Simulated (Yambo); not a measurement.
Yambo run on Mg2ZnO3 (space group P-3m1, No. 164). The wavefunctions come from this Quantum ESPRESSO step (PBEsol, PseudoDojo standard norm-conserving files, scalar-relativistic):

```
&CONTROL
  calculation = 'nscf'
  pseudo_dir = './pseudo'
  outdir = './out'
/
&SYSTEM
  ibrav = 0
  nat = 6
  ntyp = 3
  ecutwfc = 84.0
  ecutrho = 336.0
  occupations = 'fixed'
  force_symmorphic = .true.
  nbnd = 127
/
&ELECTRONS
  conv_thr = 6.000000000000001e-09
  diago_full_acc = .true.
  diago_thr_init = 1e-08
/
ATOMIC_SPECIES
O 15.9990 O.upf
Mg 24.3050 Mg.upf
Zn 65.3800 Zn.upf
CELL_PARAMETERS angstrom
  3.032999978000   0.000000000000   0.000000000000
 -1.516499989000   2.626655031000   0.000000000000
  0.000000000000   0.000000000000   7.403320000000
ATOMIC_POSITIONS crystal
O   0.333333333000   0.666666667000   0.172620000000
O   0.666666667000   0.333333333000   0.827380000000
O   0.000000000000   0.000000000000   0.500000000000
Mg   0.333333333000   0.666666667000   0.665800000000
Mg   0.666666667000   0.333333333000   0.334200000000
Zn   0.000000000000   0.000000000000   0.000000000000
K_POINTS automatic
6 6 2 0 0 0
```

Yambo input:

```
rim_cut
gw0
dyson
el_el_corr
HF_and_locXC
ppa
em1d
RandQpts= 1000000
RandGvec= 1 Ry
EXXRLvcs= 84 Ry
VXCRLvcs= 336 Ry
Chimod= "HARTREE"
% BndsRnXp
 7 | 125 |
%
NGsBlkXp= 8 Ry
% LongDrXp
 1.0 | 1.0 | 1.0 |
%
PPAPntXp= 27.2114 eV
% GbndRnge
 1 | 125 |
%
GTermKind= "BG"
DysSolver= "n"
ExtendOut
% QPkrange
 1 | 1 | 29 | 30 |
 2 | 2 | 29 | 30 |
%
```

k points by index: 1 = Γ, 2 = A.

The o-*.qp file then holds:

```
#    K-point    Band    Eo [eV]    E [eV]    E-Eo [eV]    Vxc [eV]    Vnlxc [eV]    Sc|Eo [eV]    Sc|E [eV]    dSc/dw|Eo [eV]    Re(Z)    Im(Z)
#
    1    29    -0.088342    -1.143444    -1.055102    -22.27056    -28.04660    4.445487    4.720946    -7.103366    0.792992    -0.001179
    1    30    2.842705    3.678367    0.835662    -14.66344    -10.51032    -3.155054    -3.317463    -5.288103    0.837286    -0.890068E-3
    2    29    0.000000    -1.038835    -1.038835    -22.06706    -27.74777    4.371774    4.641884    -7.074522    0.793659    -0.001171
    2    30    3.948247    4.927919    0.979672    -16.65666    -12.60282    -2.864946    -3.074164    -5.810868    0.824030    -0.001024
```
(The two width columns are left out.) Convergence of these settings isn't established.

Geometry of the Materials Project entry, not relaxed at this level.

The structure is a Materials Project entry; no match was found in the copy of COD used, and its stability was not checked.
